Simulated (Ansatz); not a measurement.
NbAg:
```xyz
2
Lattice="0.0000 2.6906 2.6906 2.6906 0.0000 2.6906 2.6906 2.6906 0.0000" Properties=species:S:1:pos:R:3 pbc="T T T"
Ag     0.0000     0.0000     0.0000
Nb     2.6906     2.6906     2.6906
```

Relaxed with PBEsol. Special points in fractions of this cell's reciprocal vectors: Γ (0.000, 0.000, 0.000); X (0.500, 0.000, 0.500); U (0.625, 0.250, 0.625); K (0.375, 0.375, 0.750); L (0.500, 0.500, 0.500); W (0.500, 0.250, 0.750).

**Question.** List the band energies nearest the Fermi level at these points for PBEsol with spin–orbit coupling in the plane-wave PAW code Ansatz.

**Answer.** In eV from the Fermi level; about four levels below and three above (degenerate sets whole), none deeper than 8.9 eV; points with the same levels are listed once.

| k | below | above |
|---|---|---|
| Γ | -5.70 -5.70 -5.70 -5.70 -5.52 -5.52 | 1.00 1.00 1.00 1.00 |
| X | -3.71 -3.71 -0.55 -0.55 | 0.44 0.44 1.73 1.73 |
| U | -0.70 -0.70 -0.49 -0.49 | 0.67 0.67 1.51 1.51 |
| L | -0.91 -0.91 -0.90 -0.90 | 1.27 1.27 1.33 1.33 |
| W | -0.43 -0.43 -0.41 -0.41 | 1.77 1.77 3.31 3.31 |

Space group Fm-3m (rock salt). The start of the workflow was typed in or built on a structure type; neither database checked (COD, Materials Project) lists it. Its standing as an ambient phase is unchecked. The cell was relaxed with PBEsol under the symmetry of its start. At this level the phase is mechanically unstable. The run is not spin-polarised. Its formation energy is positive at this level, so the cell may be metastable or incomplete.

Potentials: the later of the program's two PAW sets.
